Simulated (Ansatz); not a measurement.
GeSb$_{4}$Te$_{4}$ (P-3m1), two-dimensional strain map

All numbers below come from Ansatz, DFT PBE, scalar-relativistic, plane waves, PAW. The runs took a 420 eV cutoff, a Γ-centred 12×12×2 mesh and Gaussian smearing (0.03 eV). Spin–orbit coupling is left out, which matters for the heavy elements here. No spin polarisation. Energies are free energies at this smearing, counted from the undisturbed cell; pressure is positive in compression.

The undisturbed cell (relaxed at this level; it needn't be the usual structure):

```yaml
crystal:
  lattice:
    - [4.32998, 0.00000, 0.00000]
    - [-2.16499, 3.74988, 0.00000]
    - [0.00000, 0.00000, 17.64861]
  atoms:
    - { symbol: Ge, position: [0.00000, 0.00000, 0.00000] }
    - { symbol: Sb, position: [0.33333, 0.66667, 0.54410] }
    - { symbol: Sb, position: [0.66667, 0.33333, 0.45590] }
    - { symbol: Sb, position: [0.66667, 0.33333, 0.79077] }
    - { symbol: Sb, position: [0.33333, 0.66667, 0.20923] }
    - { symbol: Te, position: [0.33333, 0.66667, 0.90452] }
    - { symbol: Te, position: [0.66667, 0.33333, 0.09548] }
    - { symbol: Te, position: [0.00000, 0.00000, 0.69397] }
    - { symbol: Te, position: [0.00000, 0.00000, 0.30603] }
```

The cell is strained by p along both x and y and by q along z, fractional coordinates fixed. Points are written (p, q).

Energy above the undisturbed cell in meV/atom (a dash: not computed):

```csv
p \ q,-0.080,-0.040,0.000,0.040,0.080
-0.080,365.6,246.5,163.7,114.8,94.9
-0.040,150.2,–,38.1,–,–
0.000,47.6,–,0.0,–,40.2
0.080,78.0,–,115.0,–,210.1
```

Pressure in GPa:

| p \ q | -0.080 | -0.040 | 0.000 | 0.040 | 0.080 |
| --- | --- | --- | --- | --- | --- |
| -0.080 | 20.8 | 15.6 | 11.3 | 7.7 | 4.7 |
| -0.040 | 11.3 | – | 4.7 | – | – |
| 0.000 | 4.6 | – | 0.0 | – | -3.1 |
| 0.080 | -3.2 | – | -5.3 | – | -6.6 |

Gap on the k-mesh in eV:

```csv
p \ q,-0.080,-0.040,0.000,0.040,0.080
-0.080,0.00,0.00,0.00,0.00,0.00
-0.040,0.00,–,0.00,–,–
0.000,0.00,–,0.08,–,0.00
0.080,0.00,–,0.12,–,0.13
```